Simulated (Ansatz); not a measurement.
The elements of this relaxed trial crystal are hidden behind letters.

```
lattice vectors (Å)
   5.1600    0.0000    0.0000
   0.0000    5.1600    0.0000
   0.0000    0.0000    6.6228
fractional positions
X 0.2559 0.5000 0.0000
X 0.7441 0.5000 0.0000
X 0.5000 0.2559 0.5000
X 0.5000 0.7441 0.5000
Z 0.0000 0.0000 0.7500
Z 0.0000 0.0000 0.2500
Q 0.5000 0.1230 0.0000
Q 0.5000 0.8770 0.0000
Q 0.8770 0.5000 0.5000
Q 0.1230 0.5000 0.5000
```

Computed with DFT PBE, scalar-relativistic, plane waves, PAW in Ansatz. Plane waves to 420 eV, an 8×8×6 mesh through Γ for the 10-atom cell and 0.10 eV Gaussian smearing; no spin polarisation.

```
Space group                               : P4_2/mmc (No. 131)
Conventional cell                         : a = 5.160 Å, c = 6.623 Å
Volume per atom                           : 17.63 Å³
Density                                   : 7.90 g/cm³
Energy over the elements                  : +0.16 eV/atom
Gap on the 8×8×6 mesh of the 10-atom cell : 0 eV (a metal)
```

Energies are uncorrected and count from the elements' standard states at the same level.

Problem. X is a d-block element of period 5, Z is a p-block element of period 6 and Q is a p-block element of period 2. Which elements are they?

Solution. X = Zr, Z = Bi, Q = N, so the formula is Zr2BiN2. Density times volume gives a mean mass of 7.90 × 17.63/1.6605 = 83.9 u per atom, and this set has 83.9 u. Around Zr lie 2 N at 2.32 Å, 2 Zr at 2.52–2.64 Å and 4 Bi at 3.34 Å; Bi is surrounded by 8 N at 3.13 Å, 2 Bi at 3.31 Å and 8 Zr at 3.34 Å; N is surrounded by 1 N at 1.27 Å, 2 Zr at 2.32 Å and 4 Bi at 3.13 Å. Other sets within the hints have nearly the same mass, so mass alone doesn't settle it; this one was computed.

Spin–orbit coupling, which can matter for Bi, is left out. A structure relaxed within its symmetry needn't be a true minimum. Another cell of Zr2BiN2 relaxed alike, in P4/mmm, lies 0.45 eV/atom lower, so this cell isn't the stable form at this level.
